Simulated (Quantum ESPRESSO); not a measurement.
HfW2O8, finding a planted mistake in a log

Computed values, not a measurement. The program is pw.x of Quantum ESPRESSO 7.5 (plane-wave density functional theory). The cell is made up: 11 atoms on a rutile lattice with one site empty, with randomly drawn elements, strain and displacements, not relaxed. PseudoDojo standard norm-conserving files (v0.5 for PBE, v0.4.1 for LDA and PBEsol) set the functional; there is no spin polarisation, spin-orbit coupling or dispersion term, and the masses in the input are unused placeholders.

The hafnium pseudopotential is less sure than the others, with forces about 3 percent (worst 6) and pressure in oxides about 1.5 GPa (worst 2.7) from a second method in checks, which no rerun with the same files tests.

Intended input:

```
&control calculation='scf', pseudo_dir='./dojo.nc.sr.pbe.v0_5.standard.upf', outdir='./o', disk_io='medium', tprnfor=.true., tstress=.true. /
&system ibrav=0, nat=11, ntyp=3, nbnd=50, ecutwfc=84.00895049, nosym=.true., tot_charge=0,
 occupations='smearing', smearing='fd', degauss=0.0018374661
/
&electrons conv_thr=7.350e-09, electron_maxstep=60, /
ATOMIC_SPECIES
Hf 1.0 Hf.upf
O 1.0 O.upf
W 1.0 W.upf
CELL_PARAMETERS angstrom
4.8706 0.0 0.0
0.0 4.8706 0.0
0.0 0.0 6.4408
ATOMIC_POSITIONS angstrom
Hf 0.0654 -0.0716 -0.0327
W 2.4473 2.4582 1.5669
W 2.4107 2.4046 4.7791
O 1.5145 1.6118 0.0048
O 3.3822 3.3661 0.0031
O 3.8437 0.9777 1.5689
O 0.9706 3.8756 1.4555
O 1.506 1.4726 3.3231
O 3.3725 3.4174 3.245
O 4.0476 1.1341 4.7666
O 1.0699 3.9297 4.9396
K_POINTS automatic
5 5 4 1 1 1
```

The log is shortened where brackets say so; the opening notice, blank lines, dates and the lines on written files are dropped, and the path of the files is cut. It prints rydbergs, bohrs and kilobars, and counts compression as positive stress.

Log of the intended run:

```
     Program PWSCF v.7.5
     Parallel version (MPI & OpenMP), running on       1 processor cores
     Number of MPI processes:                 1
     Threads/MPI process:                     1
     [start-up lines left out]
     bravais-lattice index     =            0
     lattice parameter (alat)  =       9.2041  a.u.
     unit-cell volume          =    1031.1013 (a.u.)^3
     number of atoms/cell      =           11
     number of atomic types    =            3
     number of electrons       =        88.00
     number of Kohn-Sham states=           50
     kinetic-energy cutoff     =      84.0090  Ry
     charge density cutoff     =     336.0358  Ry
     scf convergence threshold =      7.3E-09
     mixing beta               =       0.7000
     number of iterations used =            8  plain     mixing
     Exchange-correlation= PBE
                           (   1   4   3   4   0   0   0)
     [axes and pseudopotential details left out]
   Cartesian axes
     site n.     atom                  positions (alat units)
         1        Hf     tau(   1) = (   0.0134275  -0.0147004  -0.0067138  )
         2        W      tau(   2) = (   0.5024638   0.5047017   0.3217057  )
         3        W      tau(   3) = (   0.4949493   0.4936969   0.9812138  )
         4        O      tau(   4) = (   0.3109473   0.3309243   0.0009855  )
         5        O      tau(   5) = (   0.6944114   0.6911058   0.0006365  )
         6        O      tau(   6) = (   0.7891636   0.2007350   0.3221164  )
         7        O      tau(   7) = (   0.1992773   0.7957131   0.2988338  )
         8        O      tau(   8) = (   0.3092022   0.3023447   0.6822773  )
         9        O      tau(   9) = (   0.6924198   0.7016384   0.6662424  )
        10        O      tau(  10) = (   0.8310270   0.2328461   0.9786474  )
        11        O      tau(  11) = (   0.2196649   0.8068205   1.0141666  )
     number of k points=    50  Fermi-Dirac smearing, width (Ry)=  0.0018
                       cart. coord. in units 2pi/alat
        k(    1) = (   0.1000000   0.1000000   0.0945263), wk =   0.0400000
        k(    2) = (   0.1000000   0.1000000   0.2835789), wk =   0.0400000
     [further k points left out]
     Dense  grid:   107087 G-vectors     FFT dimensions: (  54,  54,  72)
     Estimated max dynamical RAM per process >     168.74 MB
     Initial potential from superposition of free atoms
     starting charge      87.9971, renormalised to      88.0000
     Starting wfcs are   62 randomized atomic wfcs
     total cpu time spent up to now is       25.2 secs
     per-process dynamical memory:   102.5 Mb
     Self-consistent Calculation
     iteration #  1     ecut=    84.01 Ry     beta= 0.70
     Davidson diagonalization with overlap
     ethr =  1.00E-02,  avg # of iterations =  2.0
     total cpu time spent up to now is       75.9 secs
     total energy              =    -677.25545549 Ry
     estimated scf accuracy    <       6.69157497 Ry
     iteration #  2     ecut=    84.01 Ry     beta= 0.70
     Davidson diagonalization with overlap
     ethr =  7.60E-03,  avg # of iterations =  6.8
     total cpu time spent up to now is      172.8 secs
     total energy              =    -673.35076278 Ry
     estimated scf accuracy    <      63.54772048 Ry
     [iterations 3 to 16 left out]
     iteration # 17     ecut=    84.01 Ry     beta= 0.70
     Davidson diagonalization with overlap
     ethr =  2.11E-10,  avg # of iterations =  5.2
     total cpu time spent up to now is     1105.1 secs
     total energy              =    -681.18507308 Ry
     estimated scf accuracy    <       0.00000020 Ry
     iteration # 18     ecut=    84.01 Ry     beta= 0.70
     Davidson diagonalization with overlap
     ethr =  2.11E-10,  avg # of iterations =  2.0
     total cpu time spent up to now is     1139.9 secs
     End of self-consistent calculation
     [lines on levels left out]
!    total energy              =    -681.18507310 Ry
     estimated scf accuracy    <          7.1E-09 Ry
     smearing contrib. (-TS)   =      -0.00000000 Ry
     internal energy E=F+TS    =    -681.18507310 Ry
     The total energy is F=E-TS. E is the sum of the following terms:
     one-electron contribution =    -259.18398113 Ry
     hartree contribution      =     164.94065449 Ry
     xc contribution           =    -160.09601808 Ry
     ewald contribution        =    -426.84572838 Ry
     convergence has been achieved in  18 iterations
     Forces acting on atoms (cartesian axes, Ry/au):
     atom    1 type  1   force =    -0.04123769    0.04709887   -0.02186467
     atom    2 type  3   force =     0.07768062   -0.00345287    0.12507413
     atom    3 type  3   force =     0.04696330   -0.03023298   -0.20691462
     atom    4 type  2   force =     0.02667706   -0.00313276    0.00919370
     atom    5 type  2   force =    -0.03178151   -0.02588132    0.04027552
     atom    6 type  2   force =    -0.11584306    0.12638285   -0.04599835
     atom    7 type  2   force =     0.11155251   -0.09976107    0.00689358
     atom    8 type  2   force =     0.08648063    0.10113165    0.02251695
     atom    9 type  2   force =    -0.10762301   -0.09615457   -0.01860788
     atom   10 type  2   force =    -0.13969856    0.08001462    0.07661358
     atom   11 type  2   force =     0.08682970   -0.09601242    0.01281807
     Total force =     0.467095     Total SCF correction =     0.000168
     Computing stress (Cartesian axis) and pressure
          total   stress  (Ry/bohr**3)                   (kbar)     P=     -227.07
  -0.00144434   0.00076054   0.00006384         -212.47      111.88        9.39
   0.00076054  -0.00135169   0.00001651          111.88     -198.84        2.43
   0.00006384   0.00001651  -0.00183483            9.39        2.43     -269.91
     init_run     :     20.92s CPU     25.12s WALL (       1 calls)
     electrons    :   1052.70s CPU   1114.66s WALL (       1 calls)
     forces       :      8.23s CPU      8.32s WALL (       1 calls)
     stress       :     35.76s CPU     37.34s WALL (       1 calls)
     [timing details left out]
     PWSCF        :  18m37.89s CPU  19m46.07s WALL
     JOB DONE.
```

A second run was made from an input with one planted mistake. Its log:

```
     Program PWSCF v.7.5
     Parallel version (MPI & OpenMP), running on       1 processor cores
     Number of MPI processes:                 1
     Threads/MPI process:                     1
     [start-up lines left out]
     bravais-lattice index     =            0
     lattice parameter (alat)  =       9.2041  a.u.
     unit-cell volume          =    1031.1013 (a.u.)^3
     number of atoms/cell      =           11
     number of atomic types    =            3
     number of electrons       =        88.00
     number of Kohn-Sham states=           50
     kinetic-energy cutoff     =      84.0090  Ry
     charge density cutoff     =     336.0358  Ry
     scf convergence threshold =      7.3E-09
     mixing beta               =       0.7000
     number of iterations used =            8  plain     mixing
     Exchange-correlation= PBE
                           (   1   4   3   4   0   0   0)
     [axes and pseudopotential details left out]
   Cartesian axes
     site n.     atom                  positions (alat units)
         1        Hf     tau(   1) = (   0.0134275  -0.0147004  -0.0067138  )
         2        W      tau(   2) = (   0.5024638   0.5047017   0.3217057  )
         3        W      tau(   3) = (   0.4949493   0.4936969   0.9812138  )
         4        O      tau(   4) = (   0.3109473   0.3309243   0.0009855  )
         5        O      tau(   5) = (   0.6944114   0.6911058   0.0006365  )
         6        O      tau(   6) = (   0.7891636   0.2007350   0.3221164  )
         7        O      tau(   7) = (   0.1992773   0.7957131   0.2988338  )
         8        O      tau(   8) = (   0.3092022   0.3023447   0.6822773  )
         9        O      tau(   9) = (   0.6924198   0.7016384   0.6662424  )
        10        O      tau(  10) = (   0.8310270   0.2328461   0.9786474  )
        11        O      tau(  11) = (   0.2196649   0.8068205   1.0141666  )
     number of k points=     1  Fermi-Dirac smearing, width (Ry)=  0.0018
                       cart. coord. in units 2pi/alat
        k(    1) = (  -0.5000000  -0.5000000  -0.3781052), wk =   2.0000000
     Dense  grid:   107087 G-vectors     FFT dimensions: (  54,  54,  72)
     Estimated max dynamical RAM per process >     168.74 MB
     Initial potential from superposition of free atoms
     starting charge      87.9971, renormalised to      88.0000
     Starting wfcs are   62 randomized atomic wfcs
     total cpu time spent up to now is        1.7 secs
     per-process dynamical memory:   100.1 Mb
     Self-consistent Calculation
     iteration #  1     ecut=    84.01 Ry     beta= 0.70
     Davidson diagonalization with overlap
     ethr =  1.00E-02,  avg # of iterations =  2.0
     total cpu time spent up to now is        2.5 secs
     total energy              =    -677.23029862 Ry
     estimated scf accuracy    <       6.69449747 Ry
     iteration #  2     ecut=    84.01 Ry     beta= 0.70
     Davidson diagonalization with overlap
     ethr =  7.61E-03,  avg # of iterations =  7.0
     total cpu time spent up to now is        4.6 secs
     total energy              =    -673.34206727 Ry
     estimated scf accuracy    <      63.64033673 Ry
     [iterations 3 to 18 left out]
     iteration # 19     ecut=    84.01 Ry     beta= 0.70
     Davidson diagonalization with overlap
     ethr =  2.58E-11,  avg # of iterations =  5.0
     total cpu time spent up to now is       22.1 secs
     total energy              =    -681.18595051 Ry
     estimated scf accuracy    <          9.9E-09 Ry
     iteration # 20     ecut=    84.01 Ry     beta= 0.70
     Davidson diagonalization with overlap
     ethr =  1.12E-11,  avg # of iterations =  2.0
     total cpu time spent up to now is       23.0 secs
     End of self-consistent calculation
     [lines on levels left out]
!    total energy              =    -681.18595051 Ry
     estimated scf accuracy    <          3.5E-09 Ry
     smearing contrib. (-TS)   =      -0.00000000 Ry
     internal energy E=F+TS    =    -681.18595051 Ry
     The total energy is F=E-TS. E is the sum of the following terms:
     one-electron contribution =    -259.36989552 Ry
     hartree contribution      =     165.14679324 Ry
     xc contribution           =    -160.11711985 Ry
     ewald contribution        =    -426.84572838 Ry
     convergence has been achieved in  20 iterations
     Forces acting on atoms (cartesian axes, Ry/au):
     atom    1 type  1   force =    -0.03461085    0.04272561   -0.02174188
     atom    2 type  3   force =     0.06812692   -0.00073739    0.14895561
     atom    3 type  3   force =     0.05062264   -0.00730130   -0.21812180
     atom    4 type  2   force =     0.02539967   -0.00327306    0.00602962
     atom    5 type  2   force =    -0.02814977   -0.02415304    0.04793725
     atom    6 type  2   force =    -0.12345725    0.13788892   -0.07588547
     atom    7 type  2   force =     0.12656506   -0.11081253   -0.02524210
     atom    8 type  2   force =     0.08806527    0.10120403    0.02097673
     atom    9 type  2   force =    -0.11286277   -0.10333508   -0.02273785
     atom   10 type  2   force =    -0.15285962    0.08004209    0.09963276
     atom   11 type  2   force =     0.09316071   -0.11224825    0.04019713
     Total force =     0.508722     Total SCF correction =     0.000146
     Computing stress (Cartesian axis) and pressure
          total   stress  (Ry/bohr**3)                   (kbar)     P=     -223.99
  -0.00131354   0.00085390   0.00008367         -193.23      125.61       12.31
   0.00085390  -0.00121018   0.00003090          125.61     -178.02        4.54
   0.00008367   0.00003090  -0.00204418           12.31        4.54     -300.71
     init_run     :      1.48s CPU      1.57s WALL (       1 calls)
     electrons    :     19.34s CPU     21.40s WALL (       1 calls)
     forces       :      0.40s CPU      0.42s WALL (       1 calls)
     stress       :      1.33s CPU      1.48s WALL (       1 calls)
     [timing details left out]
     PWSCF        :     22.63s CPU     24.99s WALL
     JOB DONE.
```

Question: what was wrong in the second input?

Answer: the k-point mesh is too coarse. The input lines that differ, file-writing options aside:

```
- 5 5 4 1 1 1
+ 1 1 1 1 1 1
```

|  | intended run | run with the mistake |
| --- | --- | --- |
| free energy (eV) | -9267.995 | -9268.007 |
| smearing term -TS (eV) | 0.0000 | 0.0000 |
| pressure (GPa) | -22.71 | -22.40 |
| largest force component (eV/Å) | 5.320 | 5.608 |
| largest change of a force component (eV/Å) |  | 0.826 |
| iterations | 18 | 20 |

For scale, a rerun of the intended cell at a cutoff of 1437 eV and k mesh 7 x 7 x 6 moved values by no more than 0.006 eV in energy, 0.02 GPa in stress and 0.004 eV/Å in force.